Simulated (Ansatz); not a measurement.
The cell below belongs to a search over invented structures; it isn't taken from experiment.

Input and command of a plane-wave DFT calculation in Ansatz:

```yaml
crystal:
  lattice:
    - [3.1281977508, 0.0, 0.0]
    - [0.0, 3.1281977508, 0.0]
    - [0.0, 0.0, 12.0468978586]
  atoms:
    - { symbol: Si, position: [0.0, 0.0, 0.0] }
    - { symbol: W, position: [0.0, 0.0, 0.242303848] }
    - { symbol: W, position: [0.5, 0.5, 0.3716367352] }
    - { symbol: W, position: [0.5, 0.5, 0.8837398658] }
    - { symbol: W, position: [0.5, 0.5, 0.1162601342] }
    - { symbol: W, position: [0.0, 0.0, 0.757696152] }
    - { symbol: W, position: [0.5, 0.5, 0.6283632648] }
    - { symbol: W, position: [0.0, 0.0, 0.5] }
basis:
  ecutwfc: 420
kpoints:
  mp_grid: { grid: [10, 10, 4] }
hamiltonian:
  xc: pbe
scf:
  occupations: { method: gaussian, width: 0.1 }
output:
  forces: true
  stress: true
  eigenvalues: true
  write_density: true
  write_potential: true
  elf: true
  volumetric_format: npy
relax:
  adjacent_minimum: "off"
  f_tol: 0.01
  max_steps: 30
  cell: { stress_tol: 0.1, fix: [volume] }
```

```bash
ansatz run input.yaml --threads 1 --pin off --max-ram 2560MiB --backend cpu --events-out ev --progress --plain --runs-dir out
```

Processor: Intel(R) Xeon(R) 6975P-C (Granite Rapids), 1 thread, on a host shared with other jobs.

Task: How long does it run, and how much memory does it take?

Result: About 85 s, peak memory 0.65 GiB. It solves 62 bands at 63 k points (after reduction by symmetry) with about 2321 plane waves, in 33 SCF iterations over 5 ionic steps.
